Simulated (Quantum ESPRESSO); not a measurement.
# Ga3SiN4: input and log of a self-consistent run

Simulated, not a measurement. The program is pw.x of Quantum ESPRESSO 7.5 (plane-wave density functional theory). The cell is made up: 8 atoms on a wurtzite lattice, with randomly drawn elements, strain and displacements, not relaxed. PseudoDojo standard norm-conserving files (v0.5 for PBE, v0.4.1 for LDA and PBEsol) set the functional; there is no spin polarisation, spin-orbit coupling or dispersion term, and the masses in the input are unused placeholders. A spin-polarised start on this cell or one of its family kept no moment.

Input:

```
&control calculation='scf', pseudo_dir='./dojo.nc.sr.pbe.v0_5.standard.upf', outdir='./o', disk_io='low', tprnfor=.true., tstress=.true. /
&system ibrav=0, nat=8, ntyp=3, nbnd=42, ecutwfc=84.00895049, nosym=.true., tot_charge=0,
 occupations='smearing', smearing='fd', degauss=0.0073498644
/
&electrons conv_thr=7.350e-09, electron_maxstep=60, /
ATOMIC_SPECIES
Ga 1.0 Ga.upf
N 1.0 N.upf
Si 1.0 Si.upf
CELL_PARAMETERS angstrom
3.493 0.0023 -0.0072
0.004 5.8967 -0.0284
-0.0117 -0.0268 5.659
ATOMIC_POSITIONS angstrom
Ga 0.0786 0.0255 0.0676
Ga 1.8004 2.9694 0.0208
Ga 1.6511 0.9849 2.8488
Si -0.0166 3.8059 2.9175
N 0.0005 -0.1341 2.1685
N 1.698 2.9014 2.135
N 1.8795 0.9245 4.9491
N -0.0313 3.9326 4.8908
K_POINTS automatic
7 6 6 1 1 1
```

The log is shortened where brackets say so; the opening notice, blank lines, dates and the lines on written files are dropped, and the path of the files is cut. It prints rydbergs, bohrs and kilobars, and counts compression as positive stress.

```
     Program PWSCF v.7.5
     Parallel version (MPI & OpenMP), running on       4 processor cores
     Number of MPI processes:                 4
     Threads/MPI process:                     1
     [start-up lines left out]
     bravais-lattice index     =            0
     lattice parameter (alat)  =       6.6008  a.u.
     unit-cell volume          =     786.5602 (a.u.)^3
     number of atoms/cell      =            8
     number of atomic types    =            3
     number of electrons       =        63.00
     number of Kohn-Sham states=           42
     kinetic-energy cutoff     =      84.0090  Ry
     charge density cutoff     =     336.0358  Ry
     scf convergence threshold =      7.3E-09
     mixing beta               =       0.7000
     number of iterations used =            8  plain     mixing
     Exchange-correlation= PBE
                           (   1   4   3   4   0   0   0)
     [axes and pseudopotential details left out]
   Cartesian axes
     site n.     atom                  positions (alat units)
         1        Ga     tau(   1) = (   0.0225021   0.0073003   0.0193529  )
         2        Ga     tau(   2) = (   0.5154297   0.8500982   0.0059548  )
         3        Ga     tau(   3) = (   0.4726871   0.2819633   0.8155721  )
         4        Si     tau(   4) = (  -0.0047524   1.0895766   0.8352400  )
         5        N      tau(   5) = (   0.0001431  -0.0383910   0.6208116  )
         6        N      tau(   6) = (   0.4861139   0.8306307   0.6112210  )
         7        N      tau(   7) = (   0.5380749   0.2646716   1.4168590  )
         8        N      tau(   8) = (  -0.0089608   1.1258491   1.4001685  )
     number of k points=   126  Fermi-Dirac smearing, width (Ry)=  0.0073
     Number of k-points >= 100: set verbosity='high' to print them.
     Dense  grid:    81857 G-vectors     FFT dimensions: (  40,  72,  64)
     Estimated max dynamical RAM per process >     315.23 MB
     Estimated total dynamical RAM >       1.17 GB
     Initial potential from superposition of free atoms
     starting charge      62.9913, renormalised to      63.0000
     Starting wfcs are   47 randomized atomic wfcs
     total cpu time spent up to now is        5.7 secs
     per-process dynamical memory:   276.0 Mb
     Self-consistent Calculation
     iteration #  1     ecut=    84.01 Ry     beta= 0.70
     Davidson diagonalization with overlap
     ethr =  1.00E-02,  avg # of iterations =  3.1
     total cpu time spent up to now is       18.7 secs
     total energy              =    -549.29995061 Ry
     estimated scf accuracy    <       1.98798592 Ry
     iteration #  2     ecut=    84.01 Ry     beta= 0.70
     Davidson diagonalization with overlap
     ethr =  3.16E-03,  avg # of iterations =  3.0
     total cpu time spent up to now is       31.3 secs
     total energy              =    -549.67982570 Ry
     estimated scf accuracy    <       3.66357773 Ry
     iteration #  3     ecut=    84.01 Ry     beta= 0.70
     Davidson diagonalization with overlap
     ethr =  3.16E-03,  avg # of iterations =  2.0
     total cpu time spent up to now is       42.2 secs
     total energy              =    -550.27820915 Ry
     estimated scf accuracy    <       0.13184635 Ry
     iteration #  4     ecut=    84.01 Ry     beta= 0.70
     Davidson diagonalization with overlap
     ethr =  2.09E-04,  avg # of iterations =  2.1
     total cpu time spent up to now is       53.0 secs
     total energy              =    -550.30772014 Ry
     estimated scf accuracy    <       0.00991247 Ry
     iteration #  5     ecut=    84.01 Ry     beta= 0.70
     Davidson diagonalization with overlap
     ethr =  1.57E-05,  avg # of iterations =  8.0
     total cpu time spent up to now is       68.0 secs
     total energy              =    -550.30880470 Ry
     estimated scf accuracy    <       0.00700716 Ry
     [iterations 6 to 9 left out]
     iteration # 10     ecut=    84.01 Ry     beta= 0.70
     Davidson diagonalization with overlap
     ethr =  1.35E-08,  avg # of iterations =  2.9
     total cpu time spent up to now is      122.4 secs
     total energy              =    -550.30960942 Ry
     estimated scf accuracy    <       0.00000397 Ry
     iteration # 11     ecut=    84.01 Ry     beta= 0.70
     Davidson diagonalization with overlap
     ethr =  6.31E-09,  avg # of iterations =  2.0
     total cpu time spent up to now is      132.5 secs
     total energy              =    -550.30960963 Ry
     estimated scf accuracy    <       0.00000050 Ry
     iteration # 12     ecut=    84.01 Ry     beta= 0.70
     Davidson diagonalization with overlap
     ethr =  7.98E-10,  avg # of iterations =  2.0
     total cpu time spent up to now is      143.5 secs
     total energy              =    -550.30960976 Ry
     estimated scf accuracy    <       0.00000002 Ry
     iteration # 13     ecut=    84.01 Ry     beta= 0.70
     Davidson diagonalization with overlap
     ethr =  2.47E-11,  avg # of iterations =  3.9
     total cpu time spent up to now is      157.3 secs
     total energy              =    -550.30960976 Ry
     estimated scf accuracy    <       0.00000001 Ry
     iteration # 14     ecut=    84.01 Ry     beta= 0.70
     Davidson diagonalization with overlap
     ethr =  2.34E-11,  avg # of iterations =  2.0
     total cpu time spent up to now is      167.6 secs
     End of self-consistent calculation
     Number of k-points >= 100: set verbosity='high' to print the bands.
     the Fermi energy is     9.2797 ev
!    total energy              =    -550.30960976 Ry
     estimated scf accuracy    <          4.6E-09 Ry
     smearing contrib. (-TS)   =      -0.00412873 Ry
     internal energy E=F+TS    =    -550.30548104 Ry
     The total energy is F=E-TS. E is the sum of the following terms:
     one-electron contribution =    -234.41256898 Ry
     hartree contribution      =     166.69445005 Ry
     xc contribution           =    -152.42624687 Ry
     ewald contribution        =    -330.16111524 Ry
     convergence has been achieved in  14 iterations
     Forces acting on atoms (cartesian axes, Ry/au):
     atom    1 type  1   force =     0.00053864   -0.00430747   -0.01947815
     atom    2 type  1   force =    -0.00592861   -0.02153557   -0.02392093
     atom    3 type  1   force =     0.01899935   -0.04115764    0.01787202
     atom    4 type  3   force =     0.00236306    0.03692393   -0.01531297
     atom    5 type  2   force =    -0.00241465   -0.02610714    0.02110877
     atom    6 type  2   force =     0.00067630    0.04783056    0.03973535
     atom    7 type  2   force =    -0.02985077    0.01929828    0.01604639
     atom    8 type  2   force =     0.01561668   -0.01094496   -0.03605048
     Total force =     0.116754     Total SCF correction =     0.000166
     Computing stress (Cartesian axis) and pressure
          total   stress  (Ry/bohr**3)                   (kbar)     P=     -220.14
  -0.00144077  -0.00001535   0.00002129         -211.95       -2.26        3.13
  -0.00001535  -0.00141336   0.00005023           -2.26     -207.91        7.39
   0.00002129   0.00005023  -0.00163533            3.13        7.39     -240.57
     init_run     :      5.37s CPU      5.62s WALL (       1 calls)
     electrons    :    160.93s CPU    161.94s WALL (       1 calls)
     forces       :      1.53s CPU      1.55s WALL (       1 calls)
     stress       :      5.74s CPU      5.74s WALL (       1 calls)
     [timing details left out]
     PWSCF        :   2m53.71s CPU   2m55.05s WALL
     JOB DONE.
```

In other units: free energy -7487.344 eV for the cell, pressure -22.01 GPa, largest force component 1.230 eV/Å. A rerun of a related cell, with the same atoms placed differently, at 1437 eV and a 9 x 8 x 8 mesh moved values by no more than 0.006 eV in energy, 0.05 GPa in stress and 0.013 eV/Å in force.